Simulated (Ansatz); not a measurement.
Structure relaxation, BaTe2

The relaxed structure here is a generated cell of BaTe2: the first start was made by placing the elements on the sites of a structure type, and the end was not matched to a known phase here, so it may be hypothetical.

The start is a generated cell, BaTe2 built in the AFLOW prototype A2B_oP12_19_2a_a (as in Ag2Se). Cell shape, volume and atoms are optimised at zero target pressure with PBE (plane waves to 420 eV, PAW, scalar-relativistic; Ansatz, a quantum-chemistry and plane-wave program). The first steps use a coarse 4×2×2 k-mesh.

Starting cell:
```yaml
crystal:
  lattice:
    - [5.47590, 0.00000, 0.00000]
    - [0.00000, 8.92471, 0.00000]
    - [0.00000, 0.00000, 9.81188]
  atoms:
    - { symbol: Te, position: [0.28500, 0.68000, 0.56500] }
    - { symbol: Te, position: [0.21500, 0.32000, 0.06500] }
    - { symbol: Te, position: [0.71500, 0.18000, 0.93500] }
    - { symbol: Te, position: [0.78500, 0.82000, 0.43500] }
    - { symbol: Te, position: [0.75800, 0.98500, 0.69500] }
    - { symbol: Te, position: [0.74200, 0.01500, 0.19500] }
    - { symbol: Te, position: [0.24200, 0.48500, 0.80500] }
    - { symbol: Te, position: [0.25800, 0.51500, 0.30500] }
    - { symbol: Ba, position: [0.35900, 0.76100, 0.86600] }
    - { symbol: Ba, position: [0.14100, 0.23900, 0.36600] }
    - { symbol: Ba, position: [0.64100, 0.26100, 0.63400] }
    - { symbol: Ba, position: [0.85900, 0.73900, 0.13400] }
```

Task: What symmetry does the relaxed structure have?

Result: The space group goes from P2₁2₁2₁ (No. 19) to Pnma (No. 62), with 12 atoms in the primitive cell.

Task: How does the volume change?

Result: +5.6 %, from 39.96 to 42.18 Å³/atom.

Task: Write out the relaxed structure.

Result: 
```cif
data_Ba4Te8
_chemical_formula_sum 'Te8 Ba4'
_space_group_name_H-M_alt 'Pnma'
_space_group_IT_number 62
_space_group_name_Hall '-P 2ac 2n'
_cell_length_a 9.99620
_cell_length_b 5.07031
_cell_length_c 9.98675
_cell_angle_alpha 90.000
_cell_angle_beta 90.000
_cell_angle_gamma 90.000
loop_
_atom_site_label
_atom_site_type_symbol
_atom_site_symmetry_multiplicity
_atom_site_Wyckoff_symbol
_atom_site_fract_x
_atom_site_fract_y
_atom_site_fract_z
_atom_site_occupancy
Te1 Te 4 c 0.12983 0.25000 0.06001 1
Te2 Te 4 c 0.38028 0.25000 0.19931 1
Ba1 Ba 4 c 0.14107 0.75000 0.30038 1
```

Final values are on a 3×5×3 k-mesh of the relaxed cell. The start holds a very short contact (Te–Ba 2.61 Å). The relaxed cell holds bonded Te–Te pairs (2.86 Å). No spin polarisation in the result.

The run could not lose the symmetry of its start: the end is stationary, and may be a saddle point rather than a minimum.
